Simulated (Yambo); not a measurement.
G0W0@LDA for Y₂CN₂O₂ (space group P-3m1, No. 164) in Yambo. Reference settings: 3×3×1 Γ-centred k mesh, 146 bands and a 7 Ry block in the screening, 146 bands in G with the Bruneval-Gonze terminator, plasmon pole fitted at 27.2 eV. The LDA gap Γ → Γ on this mesh is 3.73 eV; G0W0 gaps are taken between the same points.

With and without the terminator, as bands are cut:

| bands in G (in W) | gap, terminator (eV) | gap, none (eV) | valence shift, terminator (eV) | valence shift, none (eV) |
|---|---|---|---|---|
| 60 (146) | 5.271 | 4.974 | -0.615 | 0.049 |
| 97 (146) | 5.260 | 5.067 | -0.661 | -0.281 |
| 146 (146) | 5.265 | 5.160 | -0.679 | -0.469 |

Over this range the gap spans 0.011 eV with the terminator and 0.186 eV without, the valence shift 0.064 eV and 0.518 eV. Neither column has reached its limit for certain.

Geometry of the Materials Project entry, not relaxed at this level; primitive cell a = 3.699 Å, b = 3.699 Å, c = 8.169 Å, α = 90.00°, β = 90.00°, γ = 120.00°.

The structure is a Materials Project entry; no match was found in the copy of COD used, and its stability was not checked.

A shift is the quasiparticle energy of the state minus its LDA energy.
